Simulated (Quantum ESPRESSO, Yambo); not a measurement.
## Levels of theory for the gap of NaPF$_{6}$

NaPF6 (space group Fm-3m, No. 225): one geometry, one set of LDA (Quantum ESPRESSO, PseudoDojo norm-conserving, 88 Ry, without SOC) orbitals, self-energies from Yambo (2×2×2 Γ-centred k mesh, bands 2 to 171 and a 7 Ry block in the screening, 171 bands in G with the Bruneval-Gonze terminator, plasmon pole fitted at 27.2 eV).

The geometry is that of Materials Project entry mp-10474, symmetrised and not relaxed again.

| level | gap Γ → Γ (eV) | rough Yambo cost |
|---|---|---|
| LDA (Quantum ESPRESSO) | 7.24 | – |
| exchange only (Hartree-Fock self-energy on LDA orbitals) | 20.35 | about 1/10 (6 states) |
| static COHSEX@LDA | 14.01 | within a factor of two (2 states) |
| G0W0@LDA, plasmon pole | 12.64 | 1 (6 states) |
| G0W0@LDA, multipole fit to 8 frequencies, no terminator | 12.40 | within a factor of two (2 states) |
| G0W0@LDA, plasmon pole, no terminator | 12.53 | about 1/10 (2 states, screening reused) |

Bare exchange has no screening and gives the widest gap; static COHSEX screens it but leaves out the frequency dependence, which G0W0 restores.

Costs are rough ratios of core time on shared machines.

Nearest settings tried, and what they do to the gap: 113 bands in W, 113 bands in G: +95 meV; 6 Ry block (229 vectors against 283): +29 meV. Not varied: mesh. So the settings aren't converged at that level. The k mesh is coarse.
